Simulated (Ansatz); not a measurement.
Relaxation of a relaxed Be cell, doubled along one cell vector, shaken by Gaussian noise of σ = 0.08 Å a coordinate; 4 atoms in the cell, which starts as P1 (No. 1), aP4; a = 2.141 Å, b = 3.872 Å, c = 4.446 Å, α = 76.90°, β = 82.15°, γ = 85.72°. Computed with r2SCAN (plane waves to 500 eV, PAW, scalar-relativistic; Ansatz, a quantum-chemistry and plane-wave program). Γ-centred k-mesh 9×17×17 on the run's cell (coarser than for final values), Fermi–Dirac smearing 0.05 eV. This is the first round of the run. 

The optimiser's lines from the output (shortened; P is positive under compression):

```
relax step   1: F+E_penalty+E_count = -371.77698904 eV  Δ(F+E_penalty+E_count) = +0.000e0 eV  max|allowed force component| = 1.342e0 eV/Å  Δτ_max = 0.0000 Å  P = +1.017 GPa  Ω = 35.530 Å³  (8 SCF iters, dr2 threshold 1.00e-7 eV, accepted)
relax step   2: F+E_penalty+E_count = -372.01229404 eV  Δ(F+E_penalty+E_count) = -2.353e-1 eV  max|allowed force component| = 6.377e-1 eV/Å  Δτ_max = 0.0584 Å  P = +0.549 GPa  Ω = 35.046 Å³  (6 SCF iters, dr2 threshold 4.00e-7 eV, accepted)
relax step   3: F+E_penalty+E_count = -372.22766817 eV  Δ(F+E_penalty+E_count) = -2.154e-1 eV  max|allowed force component| = 6.080e-1 eV/Å  Δτ_max = 0.0842 Å  P = +0.334 GPa  Ω = 34.388 Å³  (5 SCF iters, dr2 threshold 4.00e-7 eV, accepted)
relax step   4: F+E_penalty+E_count = -372.47680731 eV  Δ(F+E_penalty+E_count) = -2.491e-1 eV  max|allowed force component| = 8.924e-1 eV/Å  Δτ_max = 0.0861 Å  P = +0.422 GPa  Ω = 33.462 Å³  (5 SCF iters, dr2 threshold 4.00e-7 eV, accepted)
relax step   5: F+E_penalty+E_count = -372.80821845 eV  Δ(F+E_penalty+E_count) = -3.314e-1 eV  max|allowed force component| = 5.995e-1 eV/Å  Δτ_max = 0.1058 Å  P = +0.405 GPa  Ω = 32.261 Å³  (6 SCF iters, dr2 threshold 4.00e-7 eV, accepted)
relax step   6: F+E_penalty+E_count = -373.20723477 eV  Δ(F+E_penalty+E_count) = -3.990e-1 eV  max|allowed force component| = 3.895e-1 eV/Å  Δτ_max = 0.1316 Å  P = -1.167 GPa  Ω = 31.901 Å³  (6 SCF iters, dr2 threshold 4.00e-7 eV, accepted)
relax step   7: F+E_penalty+E_count = -373.26571196 eV  Δ(F+E_penalty+E_count) = -5.848e-2 eV  max|allowed force component| = 4.992e-1 eV/Å  Δτ_max = 0.1282 Å  P = +2.600 GPa  Ω = 31.211 Å³  (5 SCF iters, dr2 threshold 4.00e-7 eV, accepted)
relax step   8: F+E_penalty+E_count = -373.35020469 eV  Δ(F+E_penalty+E_count) = -8.449e-2 eV  max|allowed force component| = 4.719e-2 eV/Å  Δτ_max = 0.0459 Å  P = +1.889 GPa  Ω = 31.148 Å³  (5 SCF iters, dr2 threshold 4.00e-7 eV, accepted)
relax step   9: F+E_penalty+E_count = -373.35414662 eV  Δ(F+E_penalty+E_count) = -3.942e-3 eV  max|allowed force component| = 5.538e-3 eV/Å  Δτ_max = 0.0040 Å  P = +0.167 GPa  Ω = 31.565 Å³  (4 SCF iters, dr2 threshold 4.00e-7 eV, accepted)
relax step  10: F+E_penalty+E_count = -373.35422701 eV  Δ(F+E_penalty+E_count) = -8.038e-5 eV  max|allowed force component| = 2.956e-3 eV/Å  Δτ_max = 0.0015 Å  P = +0.005 GPa  Ω = 31.605 Å³  (3 SCF iters, dr2 threshold 3.89e-7 eV, accepted)
relax step  11: F+E_penalty+E_count = -373.35423020 eV  Δ(F+E_penalty+E_count) = -3.193e-6 eV  max|allowed force component| = 7.258e-4 eV/Å  Δτ_max = 0.0006 Å  P = +0.001 GPa  Ω = 31.606 Å³  (3 SCF iters, dr2 threshold 4.97e-9 eV, accepted)
relax step  12: F+E_penalty+E_count = -373.35411188 eV  Δ(F+E_penalty+E_count) = +1.183e-4 eV  max|allowed force component| = 7.361e-4 eV/Å  Δτ_max = 0.0000 Å  P = -0.000 GPa  Ω = 31.606 Å³  stress off target by 1.22e-2 GPa  SCF on the basis re-selected at this cell (its energy is not comparable with the rows above)  (5 SCF iters)
```

From the first to the last row the energy changes by -0.39 eV/atom and the volume by -11.0 %. The last row is marked as not comparable with the walk above it, whose basis was carried along; it does compare with step 1, since both stand on a basis selected at the nominal cutoff for their own cell.

Later rounds, restarted from the end of this one on a renewed k-mesh, logged 10 more steps and released under 0.01 eV/atom more. The final structure after all rounds: P6₃/mmc (No. 194), hP2, hcp (Mg type); a = b = 2.2631 Å, c = 3.5630 Å, α = β = 90.00°, γ = 120.00°. Between re-selections the logged energies stand on a plane-wave basis carried along with the cell. No spin polarisation in the result.

Of the parent cell (Fmmm (No. 69)): it is a generated cell of Be: the first start was made by placing the elements on the sites of a structure type, and the end was not matched to a known phase here, so it may be hypothetical. Known forms of Be include space group No. 194.
